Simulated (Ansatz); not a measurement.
## HgPt: computed property card

HgPt:
```yaml
crystal:
  lattice:
    - [3.00228, 0.00000, 0.00000]
    - [0.00000, 3.00228, 0.00000]
    - [0.00000, 0.00000, 3.90392]
  atoms:
    - { symbol: Hg, position: [0.00000, 0.00000, 0.00000] }
    - { symbol: Pt, position: [0.50000, 0.50000, 0.50000] }
```

Space group P4/mmm (No. 123), L1₀ or tetragonal B2; conventional cell a = b = 3.002 Å, c = 3.904 Å, α = β = γ = 90.00°.

Method: r²SCAN (plane waves, PAW; program Ansatz). Geometry: relaxed at this level of theory. Other levels are named where they apply.

**Cell and energy**

```json
{
 "volume_per_atom": "17.59 Å³",
 "density": "18.67 g/cm³",
 "Formation energy from the elements (no fitted shifts)": "-0.011 eV/atom"
}
```

**Electronic structure**

```json
{
 "electronic_character": "metallic (no gap)",
 "Density of states at the Fermi level": "0.23 states/eV per atom (mean over ±0.08 eV)",
 "Gap with spin–orbit coupling": "none (metallic)"
}
```

**Mechanics**

```json
{
  "Bulk modulus (Birch–Murnaghan fit)": "162 GPa",
  "Pressure derivative B′": "5.7"
}
```

**Charges**

```json
{
  "bader_charges": "Hg +0.28, Pt -0.28 e"
}
```

The workflow started from an entry of the Crystallography Open Database (COD). Its standing as an ambient phase is unchecked. Symmetry was held in the r²SCAN relaxation; whether a distortion lowers the energy is not shown. No spin polarisation was allowed. Axis ratios of metals converge slowly with the k-mesh, so a and c are less sure than the volume. The references are the lowest solids computed at this level, not always the standard phases. Spin–orbit coupling is left out wherever it is not named.

Potentials: the later of the program's two PAW sets.
